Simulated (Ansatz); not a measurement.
Geometry optimisation in Ansatz: input, command and trajectory.

```yaml
crystal:
  lattice:
    - [1.4725919176, 0.85020134, 5.1728483878]
    - [-1.4725919176, 0.85020134, 5.1728483878]
    - [0.0, -1.70040268, 5.1728483878]
  atoms:
    - { symbol: Na, position: [0.5, 0.5, 0.5] }
    - { symbol: Ni, position: [0.0, 0.0, 0.0], spin: 0.81 }
    - { symbol: O, position: [0.26896567, 0.26896567, 0.26896567], spin: 0.11 }
    - { symbol: O, position: [0.73103433, 0.73103433, 0.73103433], spin: 0.11 }
basis:
  ecutwfc: 420
kpoints:
  mp_grid: { grid: [18, 18, 18] }
hamiltonian:
  xc: pbesol
scf:
  occupations: { method: gaussian, width: 0.1 }
output:
  forces: true
  stress: true
  eigenvalues: true
  populations: true
magnetization:
  spin_polarized: true
relax:
  adjacent_minimum: "off"
  f_tol: 0.005
  max_steps: 80
  cell: { stress_tol: 0.05 }
```

```bash
ansatz run input.yaml --threads 1 --pin off --max-ram 2560MiB --backend cpu --events-out ev --progress --plain --runs-dir out
```

All numbers below come from Ansatz 0.2.0, DFT PBEsol, scalar-relativistic, plane waves, PAW.

Of 5 frames 4 are shown, positions in Å and forces in eV/Å; the SCF threshold varies from step to step. Steps run on the plane waves of an earlier cell, with a Pulay correction in the pressure. The basis is chosen afresh for the last frame, the zero of the energies, and at times for earlier ones too; energy and pressure step there, also at an unchanged geometry.

```xyz
4
Lattice="1.4726 0.8502 5.1728 -1.4726 0.8502 5.1728 0.0000 -1.7004 5.1728" Properties=species:S:1:pos:R:3:forces:R:3 pbc="T T T" step=1 free_energy_over_end_meV_per_atom=1.76 pressure_GPa=-1.15
Na    0.0000    0.0000    7.7593    0.0000    0.0000    0.0000
Ni    0.0000    0.0000    0.0000    0.0000    0.0000    0.0000
O     0.0000    0.0000    4.1740    0.0000    0.0000    0.3232
O     0.0000    0.0000   11.3446    0.0000    0.0000   -0.3232
4
Lattice="1.4753 0.8518 5.1536 -1.4753 0.8518 5.1536 0.0000 -1.7035 5.1536" Properties=species:S:1:pos:R:3:forces:R:3 pbc="T T T" step=2 free_energy_over_end_meV_per_atom=0.42 pressure_GPa=-0.65
Na    0.0000    0.0000    7.7304    0.0000    0.0000    0.0000
Ni    0.0000    0.0000    0.0000    0.0000    0.0000    0.0000
O     0.0000    0.0000    4.1685    0.0000    0.0000    0.1655
O     0.0000    0.0000   11.2922    0.0000    0.0000   -0.1655
4
Lattice="1.4751 0.8516 5.1523 -1.4751 0.8516 5.1523 0.0000 -1.7033 5.1523" Properties=species:S:1:pos:R:3:forces:R:3 pbc="T T T" step=3 free_energy_over_end_meV_per_atom=-0.04 pressure_GPa=0.06
Na    0.0000    0.0000    7.7284    0.0000    0.0000    0.0000
Ni    0.0000    0.0000    0.0000    0.0000    0.0000    0.0000
O     0.0000    0.0000    4.1777    0.0000    0.0000   -0.0011
O     0.0000    0.0000   11.2790    0.0000    0.0000    0.0011
4
Lattice="1.4754 0.8518 5.1524 -1.4754 0.8518 5.1524 0.0000 -1.7036 5.1524" Properties=species:S:1:pos:R:3:forces:R:3 pbc="T T T" step=5 free_energy_over_end_meV_per_atom=0.00 pressure_GPa=0.00
Na    0.0000    0.0000    7.7285    0.0000    0.0000    0.0000
Ni    0.0000    0.0000    0.0000    0.0000    0.0000    0.0000
O     0.0000    0.0000    4.1779    0.0000    0.0000   -0.0001
O     0.0000    0.0000   11.2791    0.0000    0.0000    0.0001
```

The run took 5.1 min on 1 thread of Intel(R) Xeon(R) Platinum 8488C (Sapphire Rapids), on a shared host, peak memory 1.1 GiB.

The cell holds one magnetic atom, so it can only be ferromagnetic; an antiferromagnetic order may lie lower.